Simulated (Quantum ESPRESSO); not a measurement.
## Calculated data, Si$_{7}$P (made-up cell)

All values are calculated (Quantum ESPRESSO 7.5). Calculation on a made-up crystal cell, not a measurement: periodic Kohn-Sham density functional theory in plane waves with PseudoDojo standard norm-conserving scalar-relativistic pseudopotentials, each functional with its own files (v0.5 for PBE, v0.4.1 for LDA and PBEsol), no spin polarisation, no spin-orbit coupling, atoms not relaxed, stress positive in tension, energies less a fixed whole-eV offset for each atom's element; levels are Kohn-Sham levels at fractions of this cell's reciprocal vectors, counted from the reference band (half the neutral cell's valence electrons, rounded up) at Gamma; error bars cover cutoff and k-mesh only, not smearing or the files; added strain carries the atoms with the cell, and shear is the tensor component; each bar is the largest change over components, and at least 0.002 eV, 0.002 eV per angstrom or 0.02 GPa; energies are for the whole cell, and the offsets were chosen from early runs and are not element reference energies.

Common to all runs: lattice type zincblende/diamond; functional pbe; cutoff 599 eV; fermi dirac smearing 0.1 eV; scf tolerance 1e-07 eV; electrons removed 0; added strain kind uniform; k mesh 6 x 6 x 6, shifted by half a step.

(1) Si$_{7}$P (made-up cell)

Unstrained structure:
```
CELL_PARAMETERS angstrom
5.59720 0.00000 0.00000
0.00000 5.59720 0.00000
0.00000 0.00000 5.59720
ATOMIC_POSITIONS crystal
Si 0.00491 0.01170 0.00699
Si 0.99180 0.50874 0.48673
Si 0.49639 0.01104 0.51536
P 0.50130 0.50504 0.99720
Si 0.25965 0.25236 0.25179
Si 0.24423 0.76149 0.75979
Si 0.74861 0.25030 0.75004
Si 0.75407 0.74167 0.26880
```

- added strain: -0.0192
- structure shown: before the added strain of -0.0192
- free energy less offsets: 0.214 eV
- smearing term minus ts: -0.07603 eV
- scf iterations: 10
- pressure: -2.158 GPa
- stress xx: 2.038 GPa
- stress yy: 2.212 GPa
- stress zz: 2.223 GPa
- stress yz: 0.8556 GPa
- stress xz: -2.268 GPa
- stress xy: 1.645 GPa
- fermi level: 0.9501 eV
- reference band: 17
- error bar energy: 0.0126 eV
- error bar stress: 0.1279 GPa
- error bar force: 0.01683 eV/Å
- error bar next band up: 0.002 eV
- error bar fermi level: 0.0127 eV
- error bars from: tighter rerun of a related cell

Atoms:
```
atoms element  atom site  atom energy offset (eV)
           Si          1                     -115
           Si          2                     -115
           Si          3                     -115
            P          4                     -189
           Si          5                     -115
           Si          6                     -115
           Si          7                     -115
           Si          8                     -115
```

Forces:
```
site  x (eV/Å)  y (eV/Å)  z (eV/Å)
   1   -0.6301   -0.4439    0.3422
   2     1.488    -1.189     1.678
   3   0.09986   -0.8073   -0.5227
   4   0.08894   0.03097    0.2739
   5   -0.2993    0.3832    0.1052
   6   -0.2256   -0.3992    -0.617
   7    0.6133    0.4865    0.1231
   8    -1.135     1.939    -1.382
```

Levels:
```
level k point  next band up (eV)
        Gamma             0.5555
(1/2,1/2,1/2)              1.242
   (0.15,0,0)             0.7882
   (0,0.15,0)             0.8135
   (0,0,0.15)             0.7714
```

(2) Si$_{7}$P (made-up cell)

Structure as in entry 1.

- added strain: -0.0166
- structure shown: before the added strain of -0.0166
- free energy less offsets: 0.234 eV
- smearing term minus ts: -0.07736 eV
- scf iterations: 10
- pressure: -2.73 GPa
- stress xx: 2.615 GPa
- stress yy: 2.784 GPa
- stress zz: 2.789 GPa
- stress yz: 0.8235 GPa
- stress xz: -2.205 GPa
- stress xy: 1.594 GPa
- fermi level: 0.9409 eV
- reference band: 17
- error bar energy: 0.0126 eV
- error bar stress: 0.1279 GPa
- error bar force: 0.01683 eV/Å
- error bar next band up: 0.002 eV
- error bar fermi level: 0.0127 eV
- error bars from: tighter rerun of a related cell

Atoms:
```
atoms element  atom site  atom energy offset (eV)
           Si          1                     -115
           Si          2                     -115
           Si          3                     -115
            P          4                     -189
           Si          5                     -115
           Si          6                     -115
           Si          7                     -115
           Si          8                     -115
```

Forces:
```
site  x (eV/Å)  y (eV/Å)  z (eV/Å)
   1   -0.6132    -0.441    0.3307
   2     1.454    -1.164     1.648
   3   0.09888   -0.7956   -0.5098
   4   0.08638   0.02536    0.2721
   5   -0.3032     0.374    0.1045
   6   -0.2239   -0.3802   -0.6115
   7    0.6036    0.4745    0.1167
   8    -1.103     1.907    -1.351
```

Levels:
```
level k point  next band up (eV)
        Gamma              0.559
(1/2,1/2,1/2)              1.204
   (0.15,0,0)             0.7895
   (0,0.15,0)             0.8144
   (0,0,0.15)              0.772
```
